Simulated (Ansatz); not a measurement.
Relaxation of a generated cell, Si2W placed in the Al2Cu structure type; 6 atoms in the cell, which starts as I4/mcm (No. 140), tI12; a = b = 6.798 Å, c = 5.470 Å, α = β = γ = 90.00°. Method: r2SCAN (plane waves to 500 eV, PAW, scalar-relativistic; Ansatz, a first-principles code). Γ-centred k-mesh 6×6×6 on the run's cell (coarser than for final values), Fermi–Dirac smearing 0.05 eV. This is the first round of the run. 

The optimiser's lines from the output (shortened; P is positive under compression):

```
relax step   1: F+E_penalty+E_count = -23347.85063061 eV  Δ(F+E_penalty+E_count) = +0.000e0 eV  max|allowed force component| = 2.525e-1 eV/Å  Δτ_max = 0.0000 Å  P = -28.045 GPa  Ω = 126.363 Å³  (8 SCF iters, dr2 threshold 1.00e-7 eV, accepted)
relax step   2: F+E_penalty+E_count = -23350.54491156 eV  Δ(F+E_penalty+E_count) = -2.694e0 eV  max|allowed force component| = 5.641e-1 eV/Å  Δτ_max = 0.0258 Å  P = -20.527 GPa  Ω = 109.718 Å³  (7 SCF iters, dr2 threshold 6.00e-7 eV, accepted)
relax step   3: F+E_penalty+E_count = -23352.15143619 eV  Δ(F+E_penalty+E_count) = -1.607e0 eV  max|allowed force component| = 4.386e-1 eV/Å  Δτ_max = 0.0962 Å  P = -7.391 GPa  Ω = 96.722 Å³  (7 SCF iters, dr2 threshold 6.00e-7 eV, accepted)
relax step   4: F+E_penalty+E_count = -23351.97814188 eV  Δ(F+E_penalty+E_count) = +1.733e-1 eV  max|allowed force component| = 1.525e0 eV/Å  Δτ_max = 0.1315 Å  P = +8.753 GPa  Ω = 89.014 Å³  (7 SCF iters, dr2 threshold 6.00e-7 eV, rejected (line search))
relax step   5: F+E_penalty+E_count = -23352.33328742 eV  Δ(F+E_penalty+E_count) = -1.819e-1 eV  max|allowed force component| = 2.841e-1 eV/Å  Δτ_max = 0.0240 Å  P = -1.552 GPa  Ω = 93.207 Å³  (10 SCF iters, accepted)
relax step   6: F+E_penalty+E_count = -23352.35745038 eV  Δ(F+E_penalty+E_count) = -2.416e-2 eV  max|allowed force component| = 5.677e-3 eV/Å  Δτ_max = 0.0265 Å  P = +0.116 GPa  Ω = 92.364 Å³  (6 SCF iters, dr2 threshold 6.00e-7 eV, accepted)
relax step   7: F+E_penalty+E_count = -23352.35746240 eV  Δ(F+E_penalty+E_count) = -1.202e-5 eV  max|allowed force component| = 1.375e-3 eV/Å  Δτ_max = 0.0006 Å  P = -0.030 GPa  Ω = 92.435 Å³  (4 SCF iters, dr2 threshold 3.47e-8 eV, accepted)
relax step   8: F+E_penalty+E_count = -23352.35746787 eV  Δ(F+E_penalty+E_count) = -5.468e-6 eV  max|allowed force component| = 4.642e-5 eV/Å  Δτ_max = 0.0001 Å  P = +0.001 GPa  Ω = 92.420 Å³  (4 SCF iters, dr2 threshold 4.44e-9 eV, accepted)
relax step   9: F+E_penalty+E_count = -23352.35213774 eV  Δ(F+E_penalty+E_count) = +5.330e-3 eV  max|allowed force component| = 4.050e-4 eV/Å  Δτ_max = 0.0000 Å  P = +0.003 GPa  Ω = 92.420 Å³  stress off target by 4.58e-3 GPa  SCF on the basis re-selected at this cell (its energy is not comparable with the rows above)  (7 SCF iters)
```

From the first to the last row the energy changes by -0.75 eV/atom and the volume by -26.9 %. The last row is marked as not comparable with the walk above it, whose basis was carried along; it does compare with step 1, since both stand on a basis selected at the nominal cutoff for their own cell.

Step 4 was rejected by the optimiser.

Later rounds, restarted from the end of this one on a renewed k-mesh, logged 4 more steps and released under 0.01 eV/atom more. The final structure after all rounds: I4/mcm (No. 140), tI12, AFLOW prototype A2B_tI12_140_h_a (C16, as in Al2Cu); a = b = 5.9878 Å, c = 5.1536 Å, α = β = γ = 90.00°. Between re-selections the logged energies stand on a plane-wave basis carried along with the cell. No spin polarisation in the result.

The run could not lose the symmetry of its start, so the end can be a saddle point.

The relaxed structure here is a generated cell of Si2W: the first start was made by placing the elements on the sites of a structure type, and the end was not matched to a known phase here, so it may be hypothetical. Known forms of Si2W include space group No. 139.
